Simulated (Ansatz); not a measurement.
Input and output of a relaxation of cell and atoms on an ordered 6-atom cell of In2BAs3 on the zincblende lattice (I-4m2) (the PAW code Ansatz, PBE). It starts from a guessed cell.

Input (YAML):
```yaml
crystal:
  lattice:
    - [-1.950174867, 1.950174867, 8.2738912377]
    - [1.950174867, -1.950174867, 8.2738912377]
    - [1.950174867, 1.950174867, -8.2738912377]
  atoms:
    - { symbol: B, position: [0.0, 0.0, 0.0] }
    - { symbol: As, position: [0.4166666667, 0.9166666667, 0.5] }
    - { symbol: In, position: [0.3333333333, 0.3333333333, 0.0] }
    - { symbol: As, position: [0.75, 0.25, 0.5] }
    - { symbol: In, position: [0.6666666667, 0.6666666667, 0.0] }
    - { symbol: As, position: [0.0833333333, 0.5833333333, 0.5] }
kpoints:
  mp_grid: { grid: [8, 8, 8] }
hamiltonian:
  xc: pbe
scf:
  occupations: { method: fermi_dirac, width: 0.02 }
relax:
  f_tol: 0.005
  cell: {}
output:
  write_density: true
  write_potential: true
  elf: true
  volumetric_format: npy
```

Run as `ansatz run input.yaml --threads 4 --pin off --max-ram 6451MiB --backend cpu --events-out ev --progress --plain --runs-dir out`. Wall time 5.2 min on 4 threads of Intel(R) Xeon(R) Processor @ 2.50GHz (Skylake/Cascade Lake) (shared host), load about 0.9 per core; peak host memory 0.7 GiB.

The log, with set-up remarks and timings taken out:
```
Pseudopotential: B, paw, valence charge 3, recommended cutoff 420 eV (normal)
Pseudopotential: As, paw, valence charge 15, recommended cutoff 420 eV (normal)
Pseudopotential: In, paw, valence charge 13, recommended cutoff 420 eV (normal)
Functional definition: PBE
Crystal: 6 atoms, lattice volume = 125.868 Å³
Basis set: ecut = 420 eV, 2527 PW (Γ), FFT grids on a1−a2, a2, a1+a3
Bands: 45, of which v1, the nominal top of the filled ones, is band 37 counted from 1 (36 counted from 0)
Symmetry: 8 space group operations
Space group: I-4m2 (ITA 119)
k-points: 59 of 512 (time reversal used)
preconditioner: auto → Resta (q_TF=auto, 2.497 Å⁻¹)  ε∞=3.6  [σ=0.020 eV  ℏωp=22.0 eV]
SCF 1 converged in 7 iterations: F = -25916.648897 eV  dr2 = 1.88e-8
relax step 1: F+E_penalty+E_count = -25916.64889684 eV  max|allowed force component| = 4.964e0 eV/Å  Δτ_max = 0.0000 Å  P = +17.510 GPa  Ω = 125.868 Å³
SCF 2 converged in 7 iterations: F = -25918.619743 eV  dr2 = 4.47e-7
relax step 2: F+E_penalty+E_count = -25918.61974330 eV  max|allowed force component| = 1.981e0 eV/Å  Δτ_max = 0.1949 Å  P = +6.971 GPa  Ω = 133.482 Å³
SCF 3 converged in 6 iterations: F = -25919.259291 eV  dr2 = 1.82e-7
relax step 3: F+E_penalty+E_count = -25919.25929093 eV  max|allowed force component| = 2.940e-1 eV/Å  Δτ_max = 0.1540 Å  P = +1.956 GPa  Ω = 138.471 Å³
SCF 4 converged in 6 iterations: F = -25919.298924 eV  dr2 = 1.09e-8
relax step 4: F+E_penalty+E_count = -25919.29892427 eV  max|allowed force component| = 5.463e-2 eV/Å  Δτ_max = 0.0292 Å  P = +0.465 GPa  Ω = 140.899 Å³
SCF 5 converged in 4 iterations: F = -25919.300546 eV  dr2 = 3.85e-7
relax step 5: F+E_penalty+E_count = -25919.30054569 eV  max|allowed force component| = 1.398e-2 eV/Å  Δτ_max = 0.0029 Å  P = +0.026 GPa  Ω = 141.912 Å³
SCF 6 converged in 4 iterations: F = -25919.300574 eV  dr2 = 1.20e-8
relax step 6: F+E_penalty+E_count = -25919.30057421 eV  max|allowed force component| = 2.577e-3 eV/Å  Δτ_max = 0.0012 Å  P = -0.000 GPa  Ω = 141.969 Å³
SCF 7 converged in 6 iterations: F = -25919.307483 eV  dr2 = 1.10e-11
relax step 7: F+E_penalty+E_count = -25919.30748330 eV  max|allowed force component| = 2.360e-3 eV/Å  Δτ_max = 0.0000 Å  P = +0.032 GPa  Ω = 141.969 Å³  (SCF on a basis re-selected at this cell)
SCF 8 converged in 4 iterations: F = -25919.307492 eV  dr2 = 3.15e-9
relax step 8: F+E_penalty+E_count = -25919.30749177 eV  max|allowed force component| = 7.758e-4 eV/Å  Δτ_max = 0.0002 Å  P = +0.003 GPa  Ω = 142.023 Å³
SCF 9 converged in 4 iterations: F = -25919.307509 eV  dr2 = 2.14e-11
relax step 9: F+E_penalty+E_count = -25919.30750920 eV  max|allowed force component| = 7.864e-4 eV/Å  Δτ_max = 0.0000 Å  P = +0.003 GPa  Ω = 142.023 Å³  (SCF on a basis re-selected at this cell)
SCF converged after 4 iterations
Free energy (F): -25919.307509 eV
Internal energy: -25919.306388 eV  (E = F + TS)
E sigma→0 (E₀):  -25919.306948 eV
Entropy (-TS):   -0.001122 eV (-0.187 meV/atom)
Fermi energy:    8.492592 eV
--- Per-component energies (eV) ---
  E_band       = -862.610196
  E_kinetic    = 837.345215
  E_local      = -8301.438276
  E_nonlocal   = -1264.825189
  E_hartree    = 4126.730268
  E_xc         = -697.685935
  E_vxc        = -471.141873
  E_paw        = -13895.501081
  E_vpaw       = 83.989257
  E_ewald      = -6723.931465
  E_smearing   = -0.001122
--- Stress (GPa, compression-positive) ---
        0.001076       0.000000       0.000000
        0.000000       0.001076       0.000000
        0.000000       0.000000       0.005970
  P = ⅓ Tr σ = 0.0027 GPa (0.027 kbar)
--- Relaxed structure (7 steps of the walk, 7 accepted, 2 SCFs on fresh bases) ---
  F+E_penalty+E_count = -25919.30750920 eV   max|allowed force component| = 7.864e-4 eV/Å
  cell:  # Å, volume = 142.0231 Å³
    - [-1.985808, 1.985808, 9.003771]
    - [1.985808, -1.985808, 9.003771]
    - [1.985808, 1.985808, -9.003771]
  atoms:
    - { symbol: B, position: [0.000000, 0.000000, 0.000000] }
    - { symbol: As, position: [0.439469, 0.939469, 0.500000] }
    - { symbol: In, position: [0.343713, 0.343713, 0.000000] }
    - { symbol: As, position: [0.750000, 0.250000, 0.500000] }
    - { symbol: In, position: [0.656287, 0.656287, 0.000000] }
    - { symbol: As, position: [0.060531, 0.560531, 0.500000] }
```

Planar averages along the third cell vector, from rho_z.tsv and v_z.tsv (valence density with its augmentation; electrostatic potential energy of an electron, of which only differences have a meaning):
```
z (Å)  ρ (e/Å³)  v_es (eV)
 0.00     0.549       3.95
 0.35     0.533       4.01
 0.70     0.492       4.21
 1.05     0.435       4.51
 1.75     0.325       5.06
 2.10     0.292       5.25
 2.45     0.287       5.49
 2.79     0.320       5.84
 3.14     0.407       6.30
 3.49     0.554       6.78
 3.84     0.746       7.22
 4.19     0.937       7.57
 4.89     1.057       7.76
 5.24     0.937       7.57
 5.59     0.746       7.22
 5.94     0.554       6.78
 6.29     0.407       6.30
 6.64     0.320       5.84
 6.99     0.287       5.49
 7.34     0.292       5.25
 8.03     0.376       4.82
 8.38     0.435       4.51
 8.73     0.492       4.21
 9.08     0.533       4.01
```

The walk took 7 steps and changed the volume by +12.8 %. The last SCF, on a fresh basis, lies 443 meV an atom below the first. At the end: the symmetry is I-4m2 (No. 119, tetragonal); a = 3.972 Å, c = 18.008 Å in the conventional setting, 23.67 Å³ an atom. B is surrounded by 4 As at 2.27 Å; As is surrounded by 2 B at 2.27 Å and 2 In at 2.63 Å; In is surrounded by 4 As at 2.61–2.63 Å; As is surrounded by 4 In at 2.61 Å.

Spin-unpolarised throughout. Whether this structure exists isn't addressed.

Where bands overlap, v1 and c1 are numbered by the electron count and aren't everywhere filled or empty.
